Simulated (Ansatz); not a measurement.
A plane-wave DFT run in Ansatz 0.2.0 (scalar-relativistic PAW potentials unless the input names others): input and command.

```yaml
crystal:
  lattice:
    - [-1.571, 1.571, -1.571]
    - [-1.571, -1.571, 1.571]
    - [0.0, 6.284, 6.284]
  atoms:
    - { symbol: Mo, position: [0.0, 0.0, 0.0] }
    - { symbol: Mo, position: [0.5, 0.5, 0.25] }
    - { symbol: Mo, position: [0.0, 0.0, 0.5] }
    - { symbol: Mo, position: [0.5, 0.5, 0.75] }
basis:
  ecutwfc: 420
kpoints:
  mp_grid: { grid: [18, 18, 6] }
hamiltonian:
  xc: pbe
scf:
  occupations: { method: gaussian, width: 0.15 }
  max_iter: 75
output:
  forces: true
  eigenvalues: true
  stress: true
ENCUT: 60
```

```bash
ansatz run input.yaml --threads 2 --pin off --max-ram 5120MiB --backend cpu --events-out ev --progress --plain --runs-dir out
```

What is wrong with this input?

The program refuses it, because of a keyword of another program (ENCUT: not typed → 60). Without that key it is accepted.

Abridged log:
```
Error: YAML parse error: error: line 24 column 1: unknown field `ENCUT`, expected one of crystal, accuracy, basis, kpoints, hamiltonian, magnetization, projection, total_charge, correlation, batch, efield, external_charges, scf, relax, neb, saddle, md, ramp, phonons, dielectric, real_time, elastic, magnetic_configurations, gw, evaluate, workflow, output, checkpoint, execution
  --> <input>:24:1
   |
22 |   eigenvalues: true
23 |   stress: true
24 | ENCUT: 60
   | ^ unknown field `ENCUT`, expected one of crystal, accuracy, basis, kpoints, hamiltonian, magnetization, projection, total_charge, correlation, batch, efield, external_charges, scf, relax, neb, saddle, md, ramp, phonons, dielectric, real_time, elastic, magnetic_configurations, gw, evaluate, workflow, output, checkpoint, execution
```